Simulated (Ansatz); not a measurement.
SiRu (CsCl type, space group No. 221) under volume change, PBEsol (plane waves, PAW; program Ansatz), scaled uniformly.

```csv
V (Å³/atom),E − E(relaxed) (meV/atom),P (GPa)
11.206,103.0,32.59
11.575,43.0,19.79
11.945,10.1,9.05
12.314,0.0,0.00
12.683,9.0,-7.60
13.053,34.2,-14.11
13.422,73.1,-19.44
```

### Question
What does a third-order Birch–Murnaghan fit give for V₀, B₀ and B′?

### Answer
V₀ = 12.31 Å³/atom, B₀ = 277 GPa, B′ = 4.7.

Space group Pm-3m (CsCl type). The workflow started from a Materials Project entry (that database holds measured and hypothetical structures alike); the Crystallography Open Database copy checked does not list it. Its standing as an ambient phase is unchecked. The cell was relaxed with PBEsol under the symmetry of its start; whether a distortion lowers the energy is not shown. The run is not spin-polarised.

Potentials: the later of the program's two PAW sets.
